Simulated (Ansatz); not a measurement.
This run works on a generated trial structure, not on a known crystal.

Input and command of a plane-wave DFT calculation in Ansatz:

```yaml
crystal:
  lattice:
    - [5.0793532316, 0.0, 0.0]
    - [-2.5396766158, 4.3988489333, 0.0]
    - [0.0, 0.0, 6.1012839788]
  atoms:
    - { symbol: Li, position: [0.5, 0.0, 0.8924877345] }
    - { symbol: Li, position: [0.0, 0.5, 0.8924877345] }
    - { symbol: Li, position: [0.5, 0.5, 0.8924877345] }
    - { symbol: Hf, position: [0.3333333333, 0.6666666667, 0.4062229857] }
    - { symbol: Hf, position: [0.6666666667, 0.3333333333, 0.4062229857] }
    - { symbol: Hf, position: [0.0, 0.0, 0.6059292717] }
    - { symbol: Pb, position: [0.0, 0.0, 0.1165229035] }
basis:
  ecutwfc: 500
kpoints:
  mp_grid: { grid: [6, 6, 6] }
  band_path:
    path:
      - [[0.0, 0.0, 0.0], [0.5, 0.0, 0.0], [0.33333333, 0.33333333, 0.0], [0.0, 0.0, 0.0], [0.0, 0.0, 0.5], [0.5, 0.0, 0.5], [0.33333333, 0.33333333, 0.5], [0.0, 0.0, 0.5]]
      - [[0.5, 0.0, 0.5], [0.5, 0.0, 0.0]]
      - [[0.33333333, 0.33333333, 0.5], [0.33333333, 0.33333333, 0.0]]
    npoints: 14
hamiltonian:
  xc: r2scan
scf:
  occupations: { method: gaussian, width: 0.1 }
  n_extra_bands: 17
output:
  forces: true
  stress: true
  eigenvalues: true
  populations: true
  dos: { projected: true, de: 0.02, nscf_kmesh: { grid: [8, 8, 8] } }
  bader: true
  write_density: true
  write_potential: true
  elf: true
  volumetric_format: npy
```

```bash
ansatz run input.yaml --threads 1 --pin off --max-ram 2560MiB --backend cpu --events-out ev --progress --plain --runs-dir out
```

Processor: Intel(R) Xeon(R) 6975P-C (Granite Rapids), 1 thread, on a host shared with other jobs.

Estimate time, memory and problem size.

About 2.1 min, peak memory 1.2 GiB. It solves 68 bands at 28 k points (after reduction by symmetry) with about 3467 plane waves, in 10 SCF iterations.
